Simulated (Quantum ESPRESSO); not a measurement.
Cheap against tight settings: SiC

```xyz
8
Lattice="3.0757 0.0000 0.0000 -1.5378 2.6636 0.0000 0.0000 0.0000 10.0707" Properties=species:S:1:pos:R:3 pbc="T T T"
Si     1.5378     0.8879     9.4447
Si     0.0000     1.7757     4.4093
Si     0.0000     0.0000     6.9275
Si     0.0000     0.0000     1.8922
C      1.5378     0.8879     7.5510
C      0.0000     1.7757     2.5156
C      0.0000     0.0000     5.0400
C      0.0000     0.0000     0.0046
```
Geometry: a computed entry of the Materials Project; it was not checked against measured cells. It is SiC in P6₃mc, a polytype of 4 double layers. Stability against distortions was not tested.

Method: σ by PBE GIPAW on JTH datasets (Quantum ESPRESSO, modified build). The cutoff rises from row to row, with the meshes as listed. σ is an absolute shielding without the bulk-susceptibility term: within one crystal shift differences are minus those of σ, between compounds the missing term differs by several ppm. The datasets of Si hold no d projectors, which limits absolute σ on these atoms. Static lattice: thermal averaging is not included.

```tsv
setting	cutoff (Ha)	k-mesh
A	10	5×5×2 through Γ
B	12	5×5×2 shifted
C	20	9×9×3 shifted
D	30	12×12×4 shifted
```

**Question.** From which setting on does σ_iso Si2 (ppm) stay within 1 of the tightest run?

**Answer.** From C on. Differences from the tightest run: A -17.8, B 5.4, C -0.4.

```tsv
setting	cutoff (Ha)	k-mesh	σ_iso Si1 (ppm)	σ_iso Si2 (ppm)	σ_iso C1 (ppm)	σ_iso C2 (ppm)	f-sum rule missed by (%)
A	10	5×5×2 through Γ	349.9	346.0	156.4	163.3	3.9
B	12	5×5×2 shifted	361.9	369.2	145.9	156.9	1.6
C	20	9×9×3 shifted	359.7	363.4	142.1	151.1	0.05
D	30	12×12×4 shifted	360.3	363.8	142.4	151.3	0.00
```
